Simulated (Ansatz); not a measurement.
Values for one crystal, relaxed and computed with plane-wave PAW LDA (Ansatz code); other levels are named.

- Volume per atom = 18.39 Å³
- Electronic character = metallic (no gap)
- Highest zone-centre frequency = 332 cm⁻¹
- Density of states at the Fermi level = 0.42 states/eV per atom (mean over ±0.08 eV)
- Zone-centre stability = no imaginary mode at Γ
- Formation energy from the elements (no fitted shifts) = -1.14 eV/atom
- Bulk modulus (Birch–Murnaghan fit) = 148 GPa

Q: Pick the material that matches.
(A) PbS, NiAs type
(B) TiS, NiAs type
(C) ZrSiS, P4/nmm (Zr on 2c, Si on 2a, S on 2c)
(D) Hf2S, P6_3/mmc (Hf on 4f, S on 2b)

A: D, Hf2S, P6_3/mmc (Hf on 4f, S on 2b)

The workflow started from a Materials Project entry (that database holds measured and hypothetical structures alike); the Crystallography Open Database copy checked does not list it. Whether it is the stable phase at ambient conditions was not checked. The LDA relaxation kept the symmetry of its start. No spin polarisation was allowed. As this level gives no gap, phonon frequencies hold no LO–TO term and depend on the k-mesh and smearing (Fermi–Dirac, 0.1 eV here). The references are the lowest solids computed at this level, not always the standard phases. Scalar-relativistic: spin–orbit coupling is off unless named, which matters more the heavier the elements.

Potentials: the later of the program's two PAW sets.
